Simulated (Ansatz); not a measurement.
Relaxed-ion elastic tensor of Na (bcc (W type), space group No. 229) in GPa (Voigt order), the program Ansatz at the r²SCAN level (PAW); density 1.01 g/cm³, 37.68 Å³ per atom.

```
8.7  7.1  7.1  0.0  0.0  0.0
7.1  8.7  7.1  0.0  0.0  0.0
7.1  7.1  8.7  0.0  0.0  0.0
0.0  0.0  0.0  6.3  0.0  0.0
0.0  0.0  0.0  0.0  6.3  0.0
0.0  0.0  0.0  0.0  0.0  6.3
```

Is the crystal mechanically stable?

Yes: the smallest eigenvalue of C is 1.5 GPa.

Work out the Voigt, Reuss and Hill averages.

K_V = 7.6, K_R = 7.6, K_H = 7.6; G_V = 4.1, G_R = 1.6, G_H = 2.9 GPa.

Give Young's modulus, Poisson's ratio, Pugh's ratio and the universal anisotropy index.

E = 9KG/(3K + G) = 7.6 GPa; ν = 0.33; K/G = 2.68 (ductile by the Pugh limit of 1.75); A_U = 5G_V/G_R + K_V/K_R − 6 = 7.83.

Estimate the sound speeds and the Debye temperature.

v_l = √((K + 4G/3)/ρ) = 3360 m/s, v_t = √(G/ρ) = 1680 m/s, mean 1880 m/s; Θ = (h/k)(3n/4πV)^(1/3) v_m = 167 K.

Give the Zener ratio and Young's modulus along [100], [110] and [111].

A = 2C44/(C11 − C12) = 8.41; 1/E = S11 − 2(S11 − S12 − S44/2)Γ with Γ = 0, 1/4, 1/3 gives 2.2, 6.1, 14.9 GPa.

Space group Im-3m (bcc (W type)). Symmetry was held in the r²SCAN relaxation. As this level gives no gap, shear constants depend on the k-mesh and smearing (Fermi–Dirac, 0.1 eV here).

Potentials: the earlier of the program's two PAW sets. The files were generated under PBE; for other functionals the program regenerates the frozen cores, and for LDA and PBEsol the local potential too.
